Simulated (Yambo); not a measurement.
G0W0@LDA for AgI (wurtzite, space group P6_3mc, No. 186) in Yambo. Reference settings: 3×3×2 Γ-centred k mesh, bands 9 to 204 and a 7 Ry block in the screening, 204 bands in G with the Bruneval-Gonze terminator, plasmon pole fitted at 27.2 eV. The LDA gap Γ → Γ on this mesh is 1.09 eV; G0W0 gaps are taken between the same points.

```json
[
 {"change from the reference": "reference settings", "G0W0 gap Γ → Γ (eV)": "2.35", "shift of the valence edge (eV)": "-0.72"},
 {"change from the reference": "wavefunctions cut at 20 Ry", "G0W0 gap Γ → Γ (eV)": "?", "shift of the valence edge (eV)": "-0.50"},
 {"change from the reference": "78 bands in W, 78 bands in G, no terminator", "G0W0 gap Γ → Γ (eV)": "2.38", "shift of the valence edge (eV)": "-0.22"},
 {"change from the reference": "52 bands in W, 52 bands in G, 6 Ry block", "G0W0 gap Γ → Γ (eV)": "2.58", "shift of the valence edge (eV)": "-0.37"},
 {"change from the reference": "159 bands in W, 159 bands in G, 3 Ry block", "G0W0 gap Γ → Γ (eV)": "2.29", "shift of the valence edge (eV)": "-0.56"},
 {"change from the reference": "wavefunctions cut at 30 Ry", "G0W0 gap Γ → Γ (eV)": "2.32", "shift of the valence edge (eV)": "-0.68"},
 {"change from the reference": "2 Ry block", "G0W0 gap Γ → Γ (eV)": "2.35", "shift of the valence edge (eV)": "-0.59"},
 {"change from the reference": "78 bands in W, 78 bands in G, 4 Ry block", "G0W0 gap Γ → Γ (eV)": "?", "shift of the valence edge (eV)": "-0.47"}
]
```

Question: Estimate the withheld gaps from the other rows; the computed values follow.

Answer: 
- wavefunctions cut at 20 Ry, G0W0 gap Γ → Γ (eV): 2.13
- 78 bands in W, 78 bands in G, 4 Ry block, G0W0 gap Γ → Γ (eV): 2.44

The reference isn't shown to be the converged limit.

Spin-orbit coupling is not included.

Geometry relaxed with LDA; primitive cell a = 4.4822 Å, b = 4.4822 Å, c = 7.3340 Å, α = 90.00°, β = 90.00°, γ = 120.00°.

A shift is the quasiparticle energy of the state minus its LDA energy.
